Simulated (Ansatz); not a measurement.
AgW:
```
CELL_PARAMETERS angstrom
      0.00000     2.63332     2.63332
      2.63332     0.00000     2.63332
      2.63332     2.63332     0.00000
ATOMIC_POSITIONS crystal
  Ag 0.00000 0.00000 0.00000
  W  0.50000 0.50000 0.50000
```

This is the PBEsol-relaxed structure.

**Question.** All from PBEsol (plane waves, PAW; program Ansatz), unless another level is named. Estimate the formation energy from the elements (no fitted shifts).

**Answer.** 2.04 eV/atom.

**Question.** Predict the density of states at the Fermi level.

**Answer.** 1.1 states/eV per atom (mean over ±0.08 eV).

Space group Fm-3m (rock salt). The start of the workflow was typed in or built on a structure type; neither database checked (COD, Materials Project) lists it. Whether it is the stable phase at ambient conditions was not checked. The PBEsol relaxation kept the symmetry of its start. At this level the phase is mechanically unstable. The run is not spin-polarised. Its formation energy is positive at this level, so the cell may be metastable or incomplete. The references are the lowest solids computed at this level, not always the standard phases. Scalar-relativistic: spin–orbit coupling is off unless named, which matters more the heavier the elements.

Potentials: the earlier of the program's two PAW sets. The files were generated under PBE; for other functionals the program regenerates the frozen cores, and for LDA and PBEsol the local potential too.
